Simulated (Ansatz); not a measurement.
Lattice vibrations of Ge at Γ

Method: Ansatz 0.2.0, DFT PBE, scalar-relativistic, plane waves, PAW. Settings: 420 eV plane-wave cutoff, Γ-centred 20×20×20 mesh, Fermi-Dirac smearing of 0.15 eV. No spin polarisation. Phonons by linear response, acoustic sum rule imposed.

Relaxed structure:
```yaml
crystal:
  lattice:
    - [-2.03767, 2.03767, 2.88171]
    - [2.03767, -2.03767, 2.88171]
    - [2.03767, 2.03767, -2.88171]
  atoms:
    - { symbol: Ge, position: [0.00000, 0.00000, 0.00000] }
    - { symbol: Ge, position: [0.75000, 0.25000, 0.50000] }
```

The cell was relaxed from a distorted copy of a database structure. In a metal, frequencies depend on the k mesh and the smearing, soft modes most.

(1) Is this structure stable against zone-centre distortions?

(2) List the optical modes at Γ (i marks imaginary ones).

## Answers

(1) Yes, at Γ: no optical mode is imaginary. Strains and other wave vectors aren't tested by this run.

(2)
```json
{"frequency (cm⁻¹)": "272", "degeneracy": "3"}
```
